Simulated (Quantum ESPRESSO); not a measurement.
```cif
data_Li4S6Si2
_chemical_formula_sum 'Li4 Si2 S6'
_space_group_name_H-M_alt 'P 1'
_space_group_IT_number 1
_cell_length_a 6.72200
_cell_length_b 6.72200
_cell_length_c 5.96390
_cell_angle_alpha 90.000
_cell_angle_beta 90.000
_cell_angle_gamma 60.219
loop_
_space_group_symop_operation_xyz
  'x, y, z'
loop_
_atom_site_label
_atom_site_type_symbol
_atom_site_fract_x
_atom_site_fract_y
_atom_site_fract_z
_atom_site_occupancy
Li1 Li 0.49063 0.17653 0.99111 1
Li2 Li 0.50937 0.82347 0.49111 1
Li3 Li 0.82347 0.50937 0.99111 1
Li4 Li 0.17653 0.49063 0.49111 1
Si1 Si 0.16520 0.83480 0.00297 1
Si2 Si 0.83480 0.16520 0.50297 1
S1 S 0.54008 0.15770 0.58957 1
S2 S 0.45992 0.84230 0.08957 1
S3 S 0.84230 0.45992 0.58957 1
S4 S 0.15770 0.54008 0.08957 1
S5 S 0.13864 0.86136 0.63087 1
S6 S 0.86136 0.13864 0.13087 1
```

The geometry is that of Materials Project entry mp-1210789, symmetrised and not relaxed again.

Problem. What does LDA (pw.x of Quantum ESPRESSO, ONCV potentials, scalar-relativistic) give for the electronic structure near the Fermi level?

Solution. The LDA gap is indirect, 2.88 eV, from Z to 67 % of the way from X1 to A1; the smallest direct gap is 3.09 eV. 

The structure is a Materials Project entry; no match was found in the copy of COD used, and its stability was not checked.

Letters of k points follow the standard setting of the lattice, whose axes may be ordered differently from the printed cell.
